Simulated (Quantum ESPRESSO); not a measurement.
# Where does C sit best among Ge sites?

These are calculations, not measurements. They come from pw.x of Quantum ESPRESSO 7.5, a plane-wave density functional program, with PseudoDojo standard norm-conserving files (v0.5 for PBE, v0.4.1 for LDA and PBEsol). The cells are made up: elements, strain and atom displacements were drawn at random, and nothing was relaxed. There is no spin polarisation, spin-orbit coupling or dispersion term.

The cell has 8 sites of a zincblende or diamond lattice. Sites 1 to 4 hold X X X X; sites 5 to 8 hold Si Si Si N. Cell vectors in Å: (5.485, 0.012, -0.015); (0.012, 5.490, 0.038); (-0.015, 0.038, 5.486). Settings: PBE, cutoff 1143 eV, 6 x 6 x 6 k mesh shifted by half a step, Fermi-Dirac smearing of 0.1 eV.

In each run one of the sites marked X holds C and the others hold Ge; cell and positions stay the same. E is the free energy of the cell.

```
site of the guest  first shell  mean distance (Å)  E above the lowest (eV)  P (GPa)  force on the guest (eV/Å)
                1         NSi3              2.367                    0.091    -9.06                      1.177
                2         NSi3              2.365                    0.240    -8.84                      0.894
                3         NSi3              2.400                    0.084    -8.87                      1.295
                4         NSi3              2.374                    0.000    -9.18                      1.365
```

A rerun of one of these cells at 1437 eV and k mesh 8 x 8 x 8 moved values by no more than 0.005 eV in the cell's energy, 0.04 GPa in stress and 0.007 eV/Å in force.

## Reading the table

Site 4 is lowest, by 0.084 eV, over three times the rerun's bound. A straight line of energy against the mean distance has a slope of -2.1 ± 4.2 eV/Å, so these few sites cannot settle whether the distance sets the order. The positions are random and not relaxed, so the differences hold for this frozen cell and are not site preferences of a real crystal.